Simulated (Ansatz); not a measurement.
The start is a generated cell, Cr2N built in the AFLOW prototype AB2_tI6_139_a_e (C11_b, as in Si2Mo). A full variable-cell relaxation at zero pressure is run with PBEsol (plane waves to 420 eV, PAW, scalar-relativistic; Ansatz, a program for electronic structure). The first steps use a coarse 11×11×11 k-mesh.

The start:
```yaml
crystal:
  lattice:
    - [-1.42815, 1.42815, 3.49545]
    - [1.42815, -1.42815, 3.49545]
    - [1.42815, 1.42815, -3.49545]
  atoms:
    - { symbol: N, position: [0.00000, 0.00000, 0.00000] }
    - { symbol: Cr, position: [0.33530, 0.33530, 0.00000] }
    - { symbol: Cr, position: [0.66470, 0.66470, 0.00000] }
```
Spin-polarised start, with parallel moments on Cr.

Problem. How much energy is released per atom?

Solution. 0.58 eV/atom.

Problem. How does the volume per atom move from start to end?

Solution. -7.1 %, from 9.51 to 8.83 Å³/atom.

Problem. What band gap does the relaxed structure have at this level?

Solution. No gap (metallic).

Problem. What magnetic moments remain?

Solution. Zero (the starting moments vanished).

Problem. Write out the relaxed structure.

Solution. 
```cif
data_Cr4N2
_chemical_formula_sum 'N2 Cr4'
_space_group_name_H-M_alt 'I4/mmm'
_space_group_IT_number 139
_space_group_name_Hall '-I 4 2'
_cell_length_a 2.47659
_cell_length_b 2.47659
_cell_length_c 8.63440
_cell_angle_alpha 90.000
_cell_angle_beta 90.000
_cell_angle_gamma 90.000
loop_
_atom_site_label
_atom_site_type_symbol
_atom_site_symmetry_multiplicity
_atom_site_Wyckoff_symbol
_atom_site_fract_x
_atom_site_fract_y
_atom_site_fract_z
_atom_site_occupancy
N1 N 2 a 0.00000 0.00000 0.00000 1
Cr1 Cr 4 e 0.00000 0.00000 0.36458 1
```
(The calculation used a cell of 3 atoms; values per cell refer to that cell.)

The space group stays I4/mmm (No. 139) (the run could not lower it), with 3 atoms in the primitive cell. Final values are on a 20×20×20 k-mesh of the relaxed cell. No spin polarisation in the result: the starting moments vanished. The relaxed primitive cell holds an odd number of electrons. A magnetic state may lie lower.

The run could not lose the symmetry of its start: the end is stationary, and may be a saddle point rather than a minimum.

The relaxed structure here is a generated cell of Cr2N: the first start was made by placing the elements on the sites of a structure type, and the end was not matched to a known phase here, so it may be hypothetical.
